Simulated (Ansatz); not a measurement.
SnTe (rock salt)

```
CELL_PARAMETERS angstrom
      0.00000     3.18510     3.18510
      3.18510     0.00000     3.18510
      3.18510     3.18510     0.00000
ATOMIC_POSITIONS crystal
  Te 0.00000 0.00000 0.00000
  Sn 0.50000 0.50000 0.50000
```

Scan: atom 2 (Sn, nearest neighbour Te at 3.185 Å; its periodic images, 4.5 Å or more away, move with it) is displaced along Cartesian z, direction (0.000, 0.000, 1.000) in Cartesian axes, by s. The other atoms stay.

These are r2SCAN (plane waves to 500 eV, PAW, scalar-relativistic; Ansatz, a first-principles code) values and carry that method's errors. k mesh 7×7×7 (Γ-centred), Fermi-Dirac smearing 0.05 eV. The energy includes the smearing's −TS. SnTe was relaxed with its symmetry unable to fall. Spin-orbit coupling is left out, though Te is heavy. ΔE is measured from the undisplaced structure.

```csv
s (Å),ΔE (meV/cell)
-0.320,20.3
-0.256,2.4
-0.192,-3.8
-0.128,withheld
-0.064,-1.2
0.000,0.0
0.064,-1.2
0.128,withheld
0.192,-3.8
0.256,2.4
0.320,20.3
```

Task: Fit an even polynomial form (powers 2, 4, 6) to the given rows and predict ΔE at s = 0.128.

Result: Least squares on the 9 given rows: ΔE = (-303.1)·s² + (5703)·s⁴ + (-7880)·s⁶, in meV/cell with s in Å; root-mean-square residual 0.03 meV/cell. At 0.128 the fit gives -3.5 meV/cell; the calculation gives -3.5 meV/cell, the same to the digits shown. The quadratic term alone would give -5.0 meV/cell: it is negative, as the undisplaced cell is unstable along this move.

(For displaced atoms, the force is minus the slope of the energy, and its curvature is a force constant, which sets phonon frequencies.)
